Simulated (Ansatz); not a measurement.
The calculation used Ansatz, DFT PBE, scalar-relativistic, plane waves, PAW. Settings: cutoff 420 eV, Γ-centred meshes spaced at most about 0.3 Å⁻¹, and about 0.25 Å⁻¹ or finer for metals (2π included), Gaussian smearing. No spin polarisation in the final relaxations.

All energies are static (0 K, no zero-point motion).

Compare these two cells of In3GaP2, each relaxed at this level.

A.

```xyz
6
Lattice="5.4558 0.0000 0.0000 0.0000 5.4558 0.0000 0.0000 0.0000 5.2371" Properties=species:S:1:pos:R:3 pbc="T T T"
In    2.7279    2.7279    2.6185
In    2.7279    0.0000    0.0000
In    0.0000    2.7279    0.0000
Ga    0.0000    0.0000    2.6185
P     2.7279    2.7279    0.0000
P     0.0000    0.0000    0.0000
```

B.

```xyz
6
Lattice="6.8820 0.0000 0.0000 -3.4410 5.9599 0.0000 0.0000 0.0000 3.8207" Properties=species:S:1:pos:R:3 pbc="T T T"
In   -1.7205    2.9800    1.9104
In    1.7205    2.9800    1.9104
In    3.4410    0.0000    1.9104
Ga    0.0000    0.0000    0.0000
P     0.0000    3.9733    0.0000
P     3.4410    1.9866    0.0000
```

Question: Which would you expect to be lower, and how large is the difference?

Answer: A is lower, by 49 meV/atom. A has space group P4/mmm (No. 123), 26.0 Å³/atom and no gap on its mesh; B has space group P6/mmm (No. 191), 26.1 Å³/atom and no gap. Counting P atoms around Ga and In (those within 1.25 times the shortest such distance or 1.15 times the sum of covalent radii; the shortest distance is added where it is long for a bond; a slash parts the counts of unlike sites), A has In 2/4, Ga 2 and B has In 4, Ga 6 from 4.0 Å. Even the lower one lies +0.21 eV/atom against the reference forms of the elements (uncorrected), so neither is stable at this level. In A, In on a site of symmetry 4/mmm is surrounded by 2 P at 2.62 Å; Ga has 2 P at 2.62 Å; P on its first site has 6 In at 2.62–2.73 Å; 2 more sites not described. In B, In is surrounded by 4 P at 2.76 Å, 4 In at 3.44 Å, 2 In at 3.82 Å and 4 Ga at 3.94 Å; Ga has 2 Ga at 3.82 Å, 12 In at 3.94 Å and 6 P at 3.97 Å (long contacts); P is surrounded by 6 In at 2.76 Å, 5 P at 3.82–3.97 Å and 3 Ga at 3.97 Å. Both come from invented guesses. A third cell relaxed alike, in P-4m2, lies 116 meV/atom below the lower of the two.

Cells relaxed within their symmetry can be saddle points.
